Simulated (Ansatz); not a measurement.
# Zone-centre phonons of VH$_{2}$ at 10 GPa: input and output

The calculation used Ansatz 0.2.0, DFT LDA, scalar-relativistic, plane waves, PAW.

Launched with:
```bash
ansatz run input.yaml --threads 1 --pin off --max-ram 3072MiB --backend cpu --events-out ev --progress --plain --runs-dir out
```

Input (bare energies are in eV):
```yaml
crystal:
  lattice:
    - [0.0, 2.0371749464, 2.0371749464]
    - [2.0371749464, 0.0, 2.0371749464]
    - [2.0371749464, 2.0371749464, 0.0]
  atoms:
    - { symbol: V, position: [0.0, 0.0, 0.0] }
    - { symbol: H, position: [0.25, 0.25, 0.25] }
    - { symbol: H, position: [0.75, 0.75, 0.75] }
basis:
  ecutwfc: 420
kpoints:
  mp_grid: { grid: [18, 18, 18] }
hamiltonian:
  xc: lda
scf:
  occupations: { method: fermi_dirac, width: 0.15 }
output:
  eigenvalues: true
phonons:
  method: dfpt
  eigenvectors: true
```

The end of the output:
```
--- Phonons (Γ-DFPT): 2 representative perturbations + reference, on 480 of 5832 k-points (Σ response iterations 8) ---
  k mesh reduced under 8 symmetry operations, with k and −k counted as one. Each operation leaves every solved displacement unchanged or reverses it
  ASR residual: 3.688e-3 → 0.000e0 eV/Å²; symmetrization residual: 2.706e-7 eV/Å²
  ASR residual per site (eV/Å²): 3.69e-3 5.12e-5 5.12e-5
  Γ frequencies (cm⁻¹): 0.00 0.00 0.00 1306.66 1306.66 1306.66 1473.40 1473.40 1473.40
  non-analytic LO–TO correction: not included (Born effective charges unavailable; polar crystals: no LO–TO splitting at Γ)
```

The run took 28 s on 1 thread of Arm Neoverse V1 (shared host), peak memory 0.58 GiB.

In a metal, frequencies and elastic constants depend on the k mesh and the smearing, soft modes and shear constants most. Other phases may be more stable at this pressure.